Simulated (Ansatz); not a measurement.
Consider a crystal of Ba2Hf2O in space group P-3m1 (No. 164), with Ba on 2c; Hf on 2d; O on 1b.

All numbers below come from DFT PBE, scalar-relativistic, plane waves, PAW in Ansatz 0.2.0. Cutoff 420 eV, Γ-centred mesh, Gaussian smearing, no spin polarisation.

Energies over the elements count from the elements' standard structures at the same level (O₂ as a molecule), with no fitted energy shifts.

Question: Which cell and coordinates does it relax to?

Answer:

Space group P-3m1 (No. 164). a = 3.528 Å, b = 3.528 Å, c = 12.467 Å, α = 90.00°, β = 90.00°, γ = 120.00°
```
atom  site  symmetry       x       y       z
  Ba    2c       3m.  0.0000  0.0000  0.1581
  Hf    2d       3m.  0.3333  0.6667  0.5896
   O    1b      -3m.  0.0000  0.0000  0.5000
```

Around Ba lie 6 Ba at 3.53 Å, 3 Hf at 3.75 Å, 1 Ba at 3.94 Å and 1 O at 4.26 Å; around Hf lie 3 O at 2.32 Å, 3 Hf at 3.02 Å, 6 Hf at 3.53 Å and 3 Ba at 3.75 Å; around O lie 6 Hf at 2.32 Å, 6 O at 3.53 Å, 6 Hf at 4.22 Å and 2 Ba at 4.26 Å. Another local minimum with the same sites may exist.

Question: Where does its energy lie, and is it a metal?

Answer: The energy over the elements is −0.45 eV/atom and the gap on the 12×12×4 mesh of the 5-atom cell is 0 eV (a metal).

The last run used Gaussian smearing of 0.10 eV. Spin–orbit coupling, which can matter for Hf, is left out. The cell is a metal run without spin; a magnetic state may lie lower. Symmetry constrained the relaxation, so the result can be a saddle point. Another cell of Ba2Hf2O relaxed alike, in P-3m1, lies 116 meV/atom lower, so this cell isn't the stable form at this level.
